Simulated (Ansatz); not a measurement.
Nb3Sn:
```
Nb3Sn
1.0
    5.25835     0.00000     0.00000
    0.00000     5.25835     0.00000
    0.00000     0.00000     5.25835
Nb Sn
6 2
Direct
  0.25000   0.00000   0.50000
  0.75000   0.00000   0.50000
  0.50000   0.75000   0.00000
  0.50000   0.25000   0.00000
  0.00000   0.50000   0.75000
  0.00000   0.50000   0.25000
  0.00000   0.00000   0.00000
  0.50000   0.50000   0.50000
```

Relaxed with PBEsol. Special points in fractions of this cell's reciprocal vectors: Γ (0.000, 0.000, 0.000); X (0.000, 0.500, 0.000); M (0.500, 0.500, 0.000); R (0.500, 0.500, 0.500).

Question: List the band energies nearest the Fermi level at these points for DFT-PBEsol with spin–orbit coupling in the program Ansatz with PAW potentials.

Answer: In eV from the Fermi level; about four levels below and three above (degenerate sets whole), none deeper than 8.9 eV; points with the same levels are listed once.

```tsv
k	below	above
Γ	-0.06 -0.06 -0.06 -0.06	2.38 2.38 2.44 2.44 2.44 2.44
X	-0.37 -0.37 -0.37 -0.37	1.56 1.56 1.56 1.56
M	-1.57 -1.57 -0.88 -0.88	0.09 0.09 0.11 0.11
R	-1.43 -1.43 -1.43 -1.43 -1.43 -1.43 -1.43 -1.43	0.02 0.02 0.02 0.02 0.02 0.02 0.02 0.02
```

Space group Pm-3n (A15 (Cr3Si type)). The cell was relaxed with PBEsol under the symmetry of its start. The run is not spin-polarised.

Potentials: the earlier of the program's two PAW sets. The files were generated under PBE; for other functionals the program regenerates the frozen cores, and for LDA and PBEsol the local potential too.
